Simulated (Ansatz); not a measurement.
## PbCl₃ — coordination and ³⁷Cl quadrupole coupling

Cell: a COD entry, its atoms then relaxed with PBE in this cell.

```cif
data_PbCl3
_symmetry_space_group_name_H-M 'P6_3/mmc'
_symmetry_Int_Tables_number 194
_cell_length_a 8.3732
_cell_length_b 8.3732
_cell_length_c 13.9808
_cell_angle_alpha 90.000
_cell_angle_beta 90.000
_cell_angle_gamma 120.000
loop_
_atom_site_label
_atom_site_type_symbol
_atom_site_symmetry_multiplicity
_atom_site_Wyckoff_symbol
_atom_site_fract_x
_atom_site_fract_y
_atom_site_fract_z
Pb Pb 4 f 0.3333 0.6667 0.3907
Cl5 Cl 6 h 0.1979 0.8021 0.2500
Cl11 Cl 6 g 0.5000 0.0000 0.5000
```

One atom of each set is listed.

Method: Kohn–Sham DFT in Ansatz, LDA, plane waves and PAW, scalar-relativistic, 420 eV cutoff, Γ-centred 5×5×3 k-points, Fermi–Dirac smearing 0.05 eV.

Q(³⁷Cl) = -63.93 mb.

Task: Order the Cl environments from the weakest to the strongest quadrupole coupling.
A. Cl11: 2 Pb at 2.86 Å, angle 180°
B. Cl5: 2 Pb at 2.78 Å, angle 90°

Result: B (25.1 MHz, η = 0.92), A (43.2 MHz, η = 0.03).

At Cl11 V_zz points along the line of its two bonds (within 2°).

The largest force is 0.5 eV/Å, so the atoms aren't at the calculated equilibrium and relaxing them would move these values. The run finds no gap above 0.1 eV (a metal, or nearly one), so the gradients can move by 10 % or more with the k-mesh. Without spin–orbit coupling the gradients at and beside Pb can be off by some per cent, at some sites by more.
